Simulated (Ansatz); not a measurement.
input.yaml (Ansatz)

```yaml
crystal:
  lattice:
    - [0.0, 3.6652191132, 3.6652191132]
    - [3.6652191132, 0.0, 3.6652191132]
    - [3.6652191132, 3.6652191132, 0.0]
  atoms:
    - { symbol: Te, position: [0.125, 0.125, 0.125] }
    - { symbol: Te, position: [0.875, 0.875, 0.875] }
hamiltonian:
  xc: r2scan
  pseudopotentials:
    kind: paw
    azcp:
      Te: "pseudopotentials/Te.paw.azcp"
basis:
  ecutwfc: 500
  fft_grid_basis: typed
kpoints:
  mp_grid: { grid: [9, 9, 9], shift: [0, 0, 0] }
magnetization:
  spin_polarized: false
scf:
  occupations: { method: fermi_dirac, width: 0.1 }
  lower_state_search: "off"
output:
  stress: true
  write_density: true
  write_potential: true
  elf: true
  volumetric_format: npy
```

and its output:

```
Engine: ansatz 0.2.0, x86_64-unknown-linux-gnu
Pseudopotentials: kind: paw
Pseudopotential: Te, paw, valence charge 16, recommended cutoff 500 eV (meta_gga) 
Functional definition: r2SCAN
  parameter k0 = 0.174
  parameter k1 = 0.065
  parameter a1 = 4.9479
  exchange = r2scan_x(k0 = k0, k1 = k1, a1 = a1)
  correlation = r2scan_c
Crystal: 2 atoms, lattice volume = 98.476 Å³
Basis set: ecut = 500 eV, 2445 PW (Γ), exchange–correlation on 160×160×160 points (64 copies of the dense FFT grid, shifted against one another)
Bands: 20, of which v1, the nominal top of the filled ones, is band 16 counted from 1 (15 counted from 0)
Symmetry: 48 space group operations
Space group: Fd-3m (ITA 227), of the structure as read, at distance tolerance 4.6e-5 Å
k-points: 35 of 729
Non-local potential: Te, projectors of the file, l = 0: 2, l = 1: 2, l = 2: 2, l = 3: 2
PAW form: soft (Blöchl's): semilocal exchange-correlation on the pseudo side does not see the compensation charge
PAW frozen core: Te, regenerated for the run's functional (the file was generated under x = pbe(κ = 0.804, μ = 0.2195149727645171), c = pbe(β = 0.06672455060314922))
PAW one-centre angular grid: Te, 590 points (default); XC on 160 Gauss nodes
Initial density: superposition of atomic densities (neutral atoms: chi_scale 0, normalization atom), corrected by the library's trained network
Initial wavefunctions: pseudopotential atomic-orbital guess
Functional: x = r2scan, c = r2scan; τ floored in thin density (d = 2e-4 eV/Å³)
SCF iter   1: F=-13988.556800 eV  HF=-13988.554144 eV  |F-HF|=2.66e-3  |Δ(HF+E_count)|=         —  Δρ=1.75e-3  dr2=3.22e-3  dr2_τ=2.01e-4  ethr=1.77e-3  ⟨swp⟩=6.3  Hψ=3693  notcnv=0
SCF iter   2: F=-13988.555709 eV  HF=-13988.555603 eV  |F-HF|=1.05e-4  |Δ(HF+E_count)|=   1.46e-3  Δρ=3.85e-4  dr2=1.53e-4  dr2_τ=6.48e-6  ethr=1.00e-5  ⟨swp⟩=2.0  Hψ=1470  notcnv=0
SCF iter   3: F=-13988.555759 eV  HF=-13988.555754 eV  |F-HF|=5.06e-6  |Δ(HF+E_count)|=   1.51e-4  Δρ=1.23e-4  dr2=1.08e-5  dr2_τ=3.30e-7  ethr=4.80e-7  ⟨swp⟩=2.6  Hψ=1378  notcnv=0
SCF iter   4: F=-13988.555760 eV  HF=-13988.555762 eV  |F-HF|=2.05e-6  |Δ(HF+E_count)|=   7.58e-6  Δρ=4.36e-5  dr2=3.05e-6  dr2_τ=3.17e-8  ethr=3.37e-8  ⟨swp⟩=2.0  Hψ=1277  notcnv=0
iter 5 did not close the SCF: its close was put off for the readings that it lacked (scf_convergence_deferred on its scf_iter line)
SCF iter   5: F=-13988.555761 eV  HF=-13988.555761 eV  |F-HF|=1.02e-7  |Δ(HF+E_count)|=   8.60e-7  Δρ=7.18e-6  dr2=2.95e-8  dr2_τ=1.48e-9  ethr=9.52e-9  ⟨swp⟩=2.1  Hψ=1285  notcnv=0
SCF iter   6: F=-13988.555761 eV  HF=-13988.555761 eV  |F-HF|=1.66e-9  |Δ(HF+E_count)|=   1.15e-7  Δρ=1.12e-6  dr2=1.23e-9  dr2_τ=3.91e-11  ethr=9.20e-11  ⟨swp⟩=8.3  Hψ=5025  notcnv=0
SCF 1 converged in 6 iterations: F = -13988.555761 eV  dr2 = 1.23e-9
SCF converged after 6 iterations
Free energy (F): -13988.555761 eV
Harris-Foulkes:  -13988.555761 eV  (|F-HF|=1.66e-9)
Internal energy: -13988.488570 eV  (E = F + TS)
E sigma→0 (E₀):  -13988.522165 eV
Entropy (-TS):   -0.067191 eV (-33.596 meV/atom)
Fermi energy:    4.492755 eV
--- Per-component energies (eV) ---
  E_band       = -686.506112
  E_kinetic    = 356.306802
  E_local      = -3397.375776  (includes V_loc(G=0)·N_el)
  E_nonlocal   = -621.565742
  E_hartree    = 1981.355237
  E_xc         = -227.297408
  E_vxc        = -219.996325  (∫ρ·V_xc dr)
  E_paw        = -9371.584139  (= ΣΔE_a)
  E_vpaw       = -780.764934  (= ΣTr[D̂ρ^β])
  E_aug_tail   = -0.000077  (compensation charges beyond the density's cutoff)
  E_vtau       = 14.176974  (kinetic-family band-sum trace: ∫τ·v_τ [+ j·A + Jᵃ·Aᵃ] dr)
  E_ewald      = -2708.897177
  E_core_change = 0.569711  (= ΣΔE_core)
  E_smearing   = -0.067191  (= −TS)
  E_closure    = 0.000000  (closes the sum)
  Σ components = -13988.555761   (vs F -13988.555761, Δ=0.00e0)
--- Stress (GPa, compression-positive) ---
       -1.829369      -0.000000      -0.000000
       -0.000000      -1.829369       0.000000
        0.000000      -0.000000      -1.829369
  P = ⅓ Tr σ = -1.8294 GPa (-18.294 kbar)
--- Band table (eV; the first three rows and the last of 35) ---
  k-point 0: bands = ["-33.7066", "-33.7066", "-33.7066", "-33.6972", "-33.6972", "-33.6722", "-33.6722", "-33.6655", "-33.6655", "-33.6655", "-8.6368", "-4.5469", "1.5209", "1.5209", "1.5209", "3.8620", "3.8620", "3.8620", "8.4950", "10.9802"]
  k-point 1: bands = ["-33.7072", "-33.7072", "-33.7061", "-33.6964", "-33.6964", "-33.6731", "-33.6731", "-33.6660", "-33.6648", "-33.6648", "-8.5725", "-4.7057", "1.4338", "1.4338", "1.4940", "3.9956", "3.9956", "4.0037", "8.7892", "10.7160"]
  k-point 2: bands = ["-33.7084", "-33.7084", "-33.7048", "-33.6947", "-33.6947", "-33.6749", "-33.6749", "-33.6673", "-33.6635", "-33.6635", "-8.3897", "-5.1108", "1.2461", "1.2461", "1.3857", "4.2952", "4.2952", "4.4697", "9.4335", "10.4874"]
  k-point 34: bands = ["-33.7130", "-33.7124", "-33.6922", "-33.6871", "-33.6867", "-33.6834", "-33.6829", "-33.6789", "-33.6594", "-33.6588", "-7.2576", "-6.7664", "0.1437", "0.3416", "3.1494", "3.7270", "5.7603", "5.7638", "9.5276", "9.8444"]
```

Command:

```sh
ansatz run input.yaml --threads 1 --pin off --max-ram 3584MiB --backend cpu --events-out ev --progress --plain --runs-dir out
```

On 1 thread of Intel(R) Xeon(R) Platinum 8259CL CPU @ 2.50GHz (Skylake/Cascade Lake) (shared host) this took about 19 s of wall time and 19 s of CPU time.
